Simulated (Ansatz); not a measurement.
## TePd: frozen-core PAW against all-electron methods

```
Te Pd
1.0
     4.18201    0.00000    0.00000
    -2.09100    3.62172    0.00000
     0.00000    0.00000    5.73800
Te Pd
2 2
Direct
  0.33333 0.66667 0.25000
  0.66667 0.33333 0.75000
  0.00000 0.00000 0.00000
  0.00000 0.00000 0.50000
```

Atoms are numbered in the order listed.

Structure from Materials Project entry mp-564 (possibly hypothetical), not relaxed further.

Spin polarisation is left out, and whether a magnetic state lies lower isn't shown here.

Spin–orbit coupling is left out, though it moves levels of the heavy atoms by tenths of an eV or more.

Levels of theory: DFT, PBEsol, PAW with Ansatz's default frozen-core files, scalar-relativistic (Ansatz 0.2.0); DFT, PBEsol, all-electron PAW with datasets made for the crystal, scalar-relativistic (Ansatz 0.2.0); DFT, PBEsol, all-electron LAPW, scalar-relativistic (Ansatz 0.2.0).

For PAW: a Γ-centred 9×9×6 k mesh, Fermi–Dirac smearing of 0.05 eV, cutoff 420 eV, no spin polarisation; the PAW files were made with PBE, and the program remakes their frozen cores for this functional. The crystal-made all-electron datasets (AE datasets) take a cutoff of 260 eV at this cell. LAPW targets a basis error of 1 meV/atom. The Ansatz runs share mesh, smearing and spin set-up. Plane-wave (PAW) pressures include the program's estimate of the Pulay term.

Stress and pressure are positive in compression.

Spin–orbit coupling is left out, which moves gradients at and beside heavy atoms by some per cent and at worst by a factor of two.

In a metal, gradients converge slowly with the k mesh: the values move by tens of per cent from one mesh to another, at times in sign, so only the comparison on one mesh counts.

Levels count from the Fermi level.

```tsv
quantity	PAW	AE datasets	LAPW
pressure (GPa)	-3.55	-3.57	-3.56
stress xx (GPa)	-3.15	-3.16	-3.16
stress zz (GPa)	-4.36	-4.38	-4.38
highest filled level at A (eV)	-1.793	-1.794	-1.794
lowest empty level at A (eV)	0.859	0.859	0.859
highest filled level at K (eV)	-0.438	-0.438	-0.438
lowest empty level at K (eV)	2.940	2.940	2.940
highest filled level at M (eV)	-1.515	-1.515	-1.515
lowest empty level at M (eV)	0.847	0.847	0.847
field gradient Vzz at Te1 (10²¹ V/m²)	?	?	–
field gradient Vzz at Pd3 (10²¹ V/m²)	-2.52	-2.48	–
```

**Question.** Give the missing entry: row "field gradient Vzz at Te1 (10²¹ V/m²)", column "PAW".

**Answer.** 2.68.

**Question.** Give the missing entry: row "field gradient Vzz at Te1 (10²¹ V/m²)", column "AE datasets".

**Answer.** 2.87.
